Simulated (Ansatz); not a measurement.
CaO:
```yaml
crystal:
  lattice:
    - [3.98124, 0.00000, 0.00000]
    - [-1.99062, 3.44786, 0.00000]
    - [0.00000, 0.00000, 4.76953]
  atoms:
    - { symbol: Ca, position: [0.33333, 0.66667, 0.75000] }
    - { symbol: Ca, position: [0.66667, 0.33333, 0.25000] }
    - { symbol: O, position: [0.33333, 0.66667, 0.25000] }
    - { symbol: O, position: [0.66667, 0.33333, 0.75000] }
```

Relaxed with r²SCAN. Independent-particle spectrum: no excitons, no local fields, no scissors shift; 0.1 eV broadening; ε₁ of the summed bands alone.

Question: Tabulate the dielectric function from DFT-r²SCAN in the program Ansatz with PAW potentials.

Answer: 

```tsv
E (eV)	ε₁ xx	ε₂ xx	ε₁ zz	ε₂ zz
0.0	3.13	0.00	3.07	0.00
0.4	3.13	0.00	3.07	0.00
0.8	3.15	0.00	3.08	0.00
1.2	3.17	0.00	3.11	0.00
1.6	3.21	0.00	3.15	0.00
2.0	3.27	0.00	3.20	0.00
2.4	3.34	0.00	3.27	0.00
2.8	3.44	0.00	3.37	0.00
3.2	3.56	0.00	3.50	0.00
3.6	3.73	0.00	3.78	0.03
4.0	3.98	0.00	3.89	0.28
4.4	4.36	0.01	4.06	0.34
4.8	5.20	0.21	4.66	0.47
5.2	5.80	1.00	4.63	1.60
5.6	6.57	2.66	4.17	2.26
6.0	4.81	4.89	3.62	2.05
6.4	2.35	5.00	3.56	2.16
6.8	1.47	3.58	3.26	2.47
7.2	1.43	2.85	2.84	2.09
7.6	1.18	2.17	3.00	1.89
8.0	1.42	1.44	3.16	1.95
8.4	2.75	0.84	3.58	2.23
8.8	3.94	1.82	3.91	3.21
9.2	3.63	4.07	3.85	3.84
9.6	2.34	3.93	2.05	4.61
10.0	2.11	5.54	2.95	3.51
10.4	-0.61	5.35	-0.38	8.03
10.8	-1.74	3.30	-1.76	4.36
11.2	-1.92	1.97	-2.43	2.26
11.6	-1.24	0.96	-1.52	1.19
12.0	-0.44	0.59	-0.79	0.58
```

With all bands, ε∞ without local fields is 3.28 (xx = yy), 3.20 (zz). DFPT, with local fields, gives 3.13 (xx = yy), 3.18 (zz).

Space group P6_3/mmc. The first step of the workflow began from a Materials Project structure, measured or hypothetical; the Crystallography Open Database copy checked does not list it. It is not the phase usual at ambient conditions (space group No. 225). Symmetry was held in the r²SCAN relaxation; of distortions, only those at the zone centre were tested.

Potentials: the later of the program's two PAW sets.
